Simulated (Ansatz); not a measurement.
Rh (fcc, Cu type)

```
CELL_PARAMETERS angstrom
      3.80012     0.00000     0.00000
      0.00000     3.80012     0.00000
      0.00000     0.00000     3.80012
ATOMIC_POSITIONS crystal
  Rh 0.00000 0.00000 0.00000
  Rh 0.50000 0.50000 0.00000
  Rh 0.50000 0.00000 0.50000
  Rh 0.00000 0.50000 0.50000
```

Scan: atom 1 (Rh, nearest neighbour Rh at 2.687 Å; its periodic images, 3.8 Å or more away, move with it) is displaced along Cartesian z, direction (0.000, 0.000, 1.000) in Cartesian axes, by s. The other atoms stay.

The numbers are results of r2SCAN (plane waves to 500 eV, PAW, scalar-relativistic; Ansatz, a program for electronic structure), not measurements. k mesh 10×10×10 (Γ-centred), Fermi-Dirac smearing 0.05 eV. With partly filled bands, energies and forces of such displacements shift with the k mesh and the smearing. F∥ is the force on the atom along that direction. Rh is run without spin polarisation. Rh was relaxed with its symmetry unable to fall. The PAW data are Ansatz's earlier set. 

```csv
s (Å),F∥ (eV/Å)
-0.270,3.273
-0.216,2.549
-0.162,1.889
-0.108,1.255
-0.054,0.627
0.000,0.000
0.054,-0.627
0.108,-1.255
0.162,-1.889
0.216,-2.549
0.270,-3.273
```

What is the force constant k = d²E/ds² of this move at s = 0?

11.6 eV/Å². The forces along the line at the two nearest points give (0.627 − (-0.627)) / (2·0.054) = 11.61 eV/Å²; the next pair corrects for the finite step.

(For displaced atoms, the force is minus the slope of the energy, and its curvature is a force constant, which sets phonon frequencies.)
